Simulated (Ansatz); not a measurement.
CdTe built on the zincblende prototype, relaxed with r2SCAN: 9 runs in the plane-wave code Ansatz, each a construction of maximally localised Wannier functions. Space group F-43m (No. 216), cubic; a = 6.560 Å in the conventional setting, 35.29 Å³ an atom. Cd has 4 Te at 2.84 Å; Te has 4 Cd at 2.84 Å. The values are computed, spin-unpolarised, and not measurements.

```
CELL_PARAMETERS angstrom
0.00000 3.27996 3.27996
3.27996 0.00000 3.27996
3.27996 3.27996 0.00000
ATOMIC_POSITIONS crystal
Cd 0.00000 0.00000 0.00000
Te 0.25000 0.25000 0.25000
```

Windows count from the top of the filled bands; a dash means that no such window was set (without an outer window there is no disentanglement). Rows marked drawn have settings drawn at random (some not listed).

```csv
functional,SCF mesh,trial orbitals,functions,mesh,window (eV),frozen (eV),settings,Ω total (Å²),Ω invariant (Å²),largest spread (Å²),least projectability,"interpolation miss of the model's filled bands (eV, to the nearest computed level)"
PBE,6×6×6,"Te s, Te p",4,4×4×4,–,–,chosen,9.92,9.38,2.48,0.77,0.346
PBE,6×6×6,"Te s, Te p",4,6×6×6,–,–,chosen,11.13,10.67,2.78,0.76,0.169
PBE,6×6×6,Te p,3,4×4×4,–,–,chosen,9.70,9.33,3.23,0.73,0.355
PBE,6×6×6,"Cd d, Te p",8,4×4×4,–,–,chosen,12.41,11.69,2.91,0.74,0.357
PBE,6×6×6,Cd d,5,4×4×4,–,–,chosen,4.69,4.63,1.16,0.79,0.013
r2SCAN,6×6×6,"Te s, Te p",4,4×4×4,–,–,chosen,9.80,9.27,2.45,0.77,0.292
r2SCAN,6×6×6,Te p,3,4×4×4,–,–,chosen,9.49,9.17,3.16,0.75,0.283
HSE06,4×4×4,"Te s, Te p",4,4×4×4,–,–,chosen,9.94,9.45,2.48,0.71,–
PBE,6×6×6,Cd d (loose tolerance),5,4×4×4,–,–,drawn,4.69,4.63,1.16,0.79,0.013
```

For Te s, Te p with PBE the spread goes 9.92 Å² (4×4×4), 11.13 Å² (6×6×6): finite differences on a coarse mesh understate it.

No spin-orbit coupling is included; it can move band edges with weight on the heavy atoms by tenths of an eV.
